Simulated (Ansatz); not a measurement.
PbS:
```
CELL_PARAMETERS angstrom
      4.21102     0.00000     0.00000
      0.00000     4.27179     0.00000
      0.00000     0.00000    32.00000
ATOMIC_POSITIONS crystal
  Pb 0.00000 0.99397 0.45490
  Pb 0.50000 0.49397 0.54510
  S  0.00000 0.94904 0.53785
  S  0.50000 0.44904 0.46215
```
The layer is periodic in x and y and isolated along z.

Relaxed with r²SCAN+D4. Special points in fractions of this cell's reciprocal vectors: Γ (0.000, 0.000, 0.000); X (0.500, 0.000, 0.000); S (0.500, 0.500, 0.000); Y (0.000, 0.500, 0.000).

**Question.** List the band energies nearest the valence-band maximum at these points for DFT-r²SCAN+D4 in the program Ansatz with PAW potentials.

**Answer.** In eV from the valence-band maximum; about four levels below and three above (degenerate sets whole), none deeper than 8.9 eV; … stands for higher levels left out; points with the same levels are listed once.

```
k                    below                above
-  -----------------------  -------------------
Γ  -2.56 -1.40 -1.39 -0.18          2.28 4.39 …
X  -1.21 -1.21 -0.31 -0.31  2.41 2.41 3.45 3.45
S  -2.75 -2.75 -1.46 -1.46          4.45 4.45 …
Y  -1.19 -1.19 -0.23 -0.23  2.42 2.42 3.53 3.53
```

Space group Pmn2_1 (puckered). The layer was cut from a bulk entry of the Materials Project (measured or hypothetical); whether that bulk phase is the ambient one, and whether the layer has been isolated, was not checked. The cell was relaxed with r²SCAN+D4 under the symmetry of its start; its stability against distortions is not shown here. Spin–orbit coupling is left out wherever it is not named.

Potentials: the later of the program's two PAW sets.
